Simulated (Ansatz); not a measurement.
**Piezoelectric tensor of ZnSe at 5 GPa (stress–strain coefficients)**

Theory: DFT LDA, scalar-relativistic, plane waves, PAW in Ansatz 0.2.0. Plane waves to 420 eV; Γ-centred k mesh 8×8×8; fixed occupations. No spin polarisation.

The cell, relaxed at 5 GPa:
```xyz
2
Lattice="0.0000 2.7280 2.7280 2.7280 0.0000 2.7280 2.7280 2.7280 0.0000" Properties=species:S:1:pos:R:3 pbc="T T T"
Zn    0.0000    0.0000    0.0000
Se    4.0919    4.0919    4.0919
```

Question: Give the relaxed-ion proper piezoelectric stress tensor e_iJ (C/m², Voigt columns xx yy zz yz xz xy).

Answer:
```
x    0.000  0.000  0.000 -0.170  0.000  0.000
y    0.000  0.000  0.000  0.000 -0.170  0.000
z    0.000  0.000  0.000  0.000  0.000 -0.170
```
Signs follow the orientation of the cell as given.

Question: With the elastic constants (GPa, Voigt order)
C11 = 117.8, C12 = 81.6, C13 = 81.6, C22 = 117.8, C23 = 81.6, C33 = 117.8, C44 = 43.4, C55 = 43.4, C66 = 43.4 GPa; the others vanish.
find the strain coefficients d = e·C⁻¹ (pC/N).

Answer:
```
x    0.00  0.00  0.00 -3.92  0.00  0.00
y    0.00  0.00  0.00  0.00 -3.92  0.00
z    0.00  0.00  0.00  0.00  0.00 -3.92
```

Cost: 1 run of about 0.84 core-minutes, on Intel Xeon 6975P-C (Granite Rapids) (shared hosts).